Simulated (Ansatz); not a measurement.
Relaxed BAs (zinc blende):

```
BAs
1.0
    0.00000     4.80934     4.80934
    2.40467     0.00000     2.40467
    2.40467     2.40467     0.00000
As B
2 2
Direct
  0.37500   0.75000   0.75000
  0.87500   0.75000   0.75000
  0.00000   0.00000   0.00000
  0.50000   0.00000   0.00000
```

A phonon eigenvector at L = (0.5, 0.0, 0.0) is frozen into this cell: atom i moves by Q times the vector below, so Q is the largest atomic displacement, in Å. The cell is held. It is one choice among 2 degenerate patterns. (q is in reciprocal vectors of the primitive cell; the cell shown is doubled to hold the pattern.)

```csv
atom,x,y,z
As1,-0.036,0.066,-0.102
As2,0.036,-0.066,0.102
B3,-0.285,0.520,-0.805
B4,0.285,-0.520,0.805
```

Computed with PBE (plane waves to 420 eV, PAW, scalar-relativistic; Ansatz, an electronic-structure program). k mesh 6×12×12 (Γ-centred), Fermi-Dirac smearing 0.05 eV. The energy includes the smearing's −TS. BAs was relaxed with its symmetry unable to fall. ΔE is measured from the undisplaced structure.

```
Q (Å)   ΔE (meV/cell)
------  -------------
-0.100          187.2
-0.067           83.1
-0.033           20.7
0.000             0.0
0.033            20.7
0.067            83.1
0.100           187.2
```

Which DFPT wavenumber at L = (0.5, 0.0, 0.0) belongs to this mode?
(A) 650 cm⁻¹
(B) 303 cm⁻¹
(C) 139 cm⁻¹

A, 650 cm⁻¹. The curvature of the scan gives 650 cm⁻¹

(A displaced cell: forces are minus the slopes of the energy, force constants its curvatures, and phonons follow from these.)
